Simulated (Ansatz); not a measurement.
### Question
Ga (α-Ga, space group No. 64) is relaxed with PBE+D3(BJ) (plane waves, PAW; program Ansatz). What lattice parameters of the conventional cell result?

### Answer
a = 4.508 Å, b = 7.636 Å, c = 4.509 Å.

### Question
Give the free coordinates with the occupied sites.

### Answer
In one choice of origin and axes:

```
atom  site  symmetry       x       y       z
----  ----  --------  ------  ------  ------
Ga      8f       m..  0.0000  0.3442  0.4168
```

Space group Cmce (α-Ga). Symmetry was held in the PBE+D3(BJ) relaxation. The pairwise dispersion correction was not fitted to metals. Axis ratios of metals converge slowly with the k-mesh, so a and c are less sure than the volume.

Potentials: the earlier of the program's two PAW sets.
